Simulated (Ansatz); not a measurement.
Mg$_{2}$ZnP$_{2}$:
```xyz
5
Lattice="4.0143 0.0000 0.0000 -2.0071 3.4765 0.0000 0.0000 0.0000 6.5536" Properties=species:S:1:pos:R:3 pbc="T T T"
Mg     2.0071     1.1588     4.1547
Mg     0.0000     2.3176     6.5112
Zn     0.0000     0.0000     2.3681
P      0.0000     0.0000     5.0290
P      2.0071     1.1588     1.5978
```

Relaxed with r²SCAN. Special points in fractions of this cell's reciprocal vectors: Γ (0.000, 0.000, 0.000); M (0.500, 0.000, 0.000); K (0.333, 0.333, 0.000); A (0.000, 0.000, 0.500); L (0.500, 0.000, 0.500); H (0.333, 0.333, 0.500).

List the band energies nearest the valence-band maximum at these points for r²SCAN in the plane-wave PAW code Ansatz.

In eV from the valence-band maximum; about four levels below and three above (degenerate sets whole), none deeper than 8.9 eV; points with the same levels are listed once.

| k | below | above |
|---|---|---|
| Γ | -1.03 -1.03 -0.09 -0.09 0.00 | 1.90 3.05 4.47 4.47 |
| M | -3.56 -2.42 -2.08 -1.00 | 1.62 3.09 3.46 |
| K | -3.61 -2.84 -2.80 -2.44 | 1.64 4.75 5.94 |
| A | -0.76 -0.76 -0.38 -0.38 | 2.55 3.60 4.24 4.24 |
| L | -1.96 -1.90 -1.68 -1.46 | 1.59 2.29 2.98 |
| H | -4.01 -3.86 -1.18 -1.17 | 2.32 3.63 3.89 |

Space group P3m1. The first step of the workflow began from a Materials Project structure, measured or hypothetical; the Crystallography Open Database copy checked does not list it. With Mg and Zn taken as one species the cell has the higher symmetry P-3m1, so it may be an ordered model of a mixed-site phase. Whether it is the stable phase at ambient conditions was not checked. The cell was relaxed with r²SCAN under the symmetry of its start; whether a distortion lowers the energy is not shown.

Potentials: the later of the program's two PAW sets.
